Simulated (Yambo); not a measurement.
BSE-type run in Yambo on K2NaRhF6 (space group Fm-3m, No. 225), at finite momentum (a q point of the mesh, 0.64 1/Å).

Quantum ESPRESSO step (PBEsol, PseudoDojo standard norm-conserving files, scalar-relativistic):
```
&CONTROL
  calculation = 'nscf'
  pseudo_dir = './pseudo'
  outdir = './out'
/
&SYSTEM
  ibrav = 0
  nat = 10
  ntyp = 4
  ecutwfc = 88.0
  ecutrho = 352.0
  occupations = 'fixed'
  force_symmorphic = .true.
  nbnd = 104
/
&ELECTRONS
  conv_thr = 1e-08
  diago_full_acc = .true.
  diago_thr_init = 1e-08
/
ATOMIC_SPECIES
F 18.9984 F.upf
Na 22.9898 Na.upf
K 39.0983 K.upf
Rh 102.9055 Rh.upf
CELL_PARAMETERS angstrom
  0.000000000000   4.259855000000   4.259855000000
  4.259855000000   0.000000000000   4.259855000000
  4.259855000000   4.259855000000   0.000000000000
ATOMIC_POSITIONS crystal
F   0.763870000000   0.236130000000   0.236130000000
F   0.236130000000   0.763870000000   0.763870000000
F   0.236130000000   0.763870000000   0.236130000000
F   0.763870000000   0.236130000000   0.763870000000
F   0.236130000000   0.236130000000   0.763870000000
F   0.763870000000   0.763870000000   0.236130000000
Na   0.500000000000   0.500000000000   0.500000000000
K   0.750000000000   0.750000000000   0.750000000000
K   0.250000000000   0.250000000000   0.250000000000
Rh   0.000000000000   0.000000000000   0.000000000000
K_POINTS automatic
4 4 4 0 0 0
```

Yambo input:
```
rim_cut
optics
bse
bss
dipoles
em1s
RandQpts= 1000000
RandGvec= 1 Ry
FFTGvecs= 40 Ry
Chimod= "HARTREE"
BSKmod= "SEX"
BSEmod= "resonant"
BSSmod= "hs"
BSENGexx= 15 Ry
BSENGBlk= 3 Ry
% KfnQP_E
 3.819 | 1.0 | 1.0 |
%
% BSEQptR
 3 | 3 |
%
% BSEBands
 29 | 46 |
%
% BEnRange
 0.0 | 11.1 | eV
%
% BDmRange
 0.15 | 0.15 | eV
%
BEnSteps= 222
% BLongDir
 1.0 | 0.0 | 0.0 |
%
BSHayTrs= -0.02
BSSNEig= 24
WRbsWF
% BndsRnXs
 6 | 98 |
%
NGsBlkXs= 3 Ry
% LongDrXs
 1.0 | 1.0 | 1.0 |
%
```

From the report:

The dimension is k points × valence × conduction bands = 64 × 15 × 3 = 2880.
```
   [SLEPC] Approach                          : Krylov-Schur
   [SLEPC] Number of requested eigenvalues   :  24
   [SLEPC] Number of eigenvalues        [NEV]:  24
    [K] Dimension                                    :  2880
    [K] Bands                                        :   29   46
    [K] Exchange res                                 : yes
    [K] Correlation res                              : yes
    [K] W interaction is bare                        : no
    [K] RL vectors exchange                          :  1037
    [K] RL vectors correlation                       :  113
    [W] Matrix size                                  :  113
    [W] Bands                                        :    6   98
    [W] Coulomb Cutoff                               : none
    [W] Hxc Kernel                                   : HARTREE
```

Spin-orbit coupling is not included.

Geometry of the Materials Project entry, not relaxed at this level.
